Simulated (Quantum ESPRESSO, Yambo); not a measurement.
For KScMo2O8 (space group P-3m1, No. 164), Yambo gives the independent-particle static dielectric constant along x as 4.12 on LDA bands and 3.28 after a scissor of 2.53 eV widens every gap (3×3×2 mesh, 178 bands, 3 Ry local-field block, 0.2 eV broadening). Axes are Cartesian, with cell vectors (Å) (5.88, 0.00, 0.00), (-2.94, 5.10, 0.00), (0.00, 0.00, 7.40).

Question: A scissor keeps the position matrix elements. In a one-oscillator model, how does ε − 1 scale, and what mean transition energy do the two values imply?

Answer: Each transition adds |r|²/E to ε − 1, so ε − 1 ∝ 1/(E0 + Δ). Then (3.28 − 1)/(4.12 − 1) = E0/(E0 + Δ) = 0.731, and E0 = Δ(ε' − 1)/(ε − ε') = 6.9 eV. The computed Im ε, weighted by 1/E up to 20 eV, has its mean at 7.1 eV; the smallest direct LDA gap is 3.40 eV. The scissor comes from a G0W0 run whose convergence isn't established. Convergence of the RPA response with its 3×3×2 mesh was not tested.

Bands from Quantum ESPRESSO.

Spin-orbit coupling is not included.

Geometry of the Materials Project entry, not relaxed at this level; primitive cell a = b = 5.885 Å, c = 7.405 Å, α = β = 90.00°, γ = 120.00°.

The structure is a Materials Project entry; no match was found in the copy of COD used, and its stability was not checked.
